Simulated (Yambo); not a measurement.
Yambo run on Rh₂S₃ (corundum, space group R-3c, No. 167). The wavefunctions are PBEsol (Quantum ESPRESSO, PseudoDojo norm-conserving, 88 Ry, scalar-relativistic) ones on a 2×2×2 mesh (52 occupied bands); a = 6.2949 Å, b = 6.2949 Å, c = 6.2949 Å, α = 56.77°, β = 56.77°, γ = 56.77°.

Yambo input:

```
rim_cut
HF_and_locXC
RandQpts= 1000000
RandGvec= 1 Ry
EXXRLvcs= 88 Ry
VXCRLvcs= 352 Ry
% QPkrange
 1 | 1 | 52 | 53 |
 2 | 2 | 52 | 53 |
 3 | 3 | 52 | 53 |
 4 | 4 | 52 | 53 |
%
```

k points by index: 1 = Γ, 2 = L, 3 = F, 4 = Z.

Table of the .hf output:

```
#    K-point    Band    Eo [eV]    Ehf [eV]    Vxc [eV]    Vnlxc [eV]
#
    1    52    0.000000    -2.224340    -16.10194    -18.32628
    1    53    0.633503    3.776579    -19.97102    -16.82794
    2    52    -0.556669    -3.161269    -17.24065    -19.84525
    2    53    1.340634    5.230988    -17.96987    -14.07952
    3    52    -0.509849    -3.019156    -16.61913    -19.12844
    3    53    0.416799    3.814755    -21.13674    -17.73879
    4    52    -0.919043    -4.145013    -18.56583    -21.79180
    4    53    1.385236    5.432391    -19.05983    -15.01267
```
Exchange alone, without screening.

Spin-orbit coupling is not included.

Geometry of the Materials Project entry, not relaxed at this level.

The structure is a Materials Project entry; no match was found in the copy of COD used, and its stability was not checked.
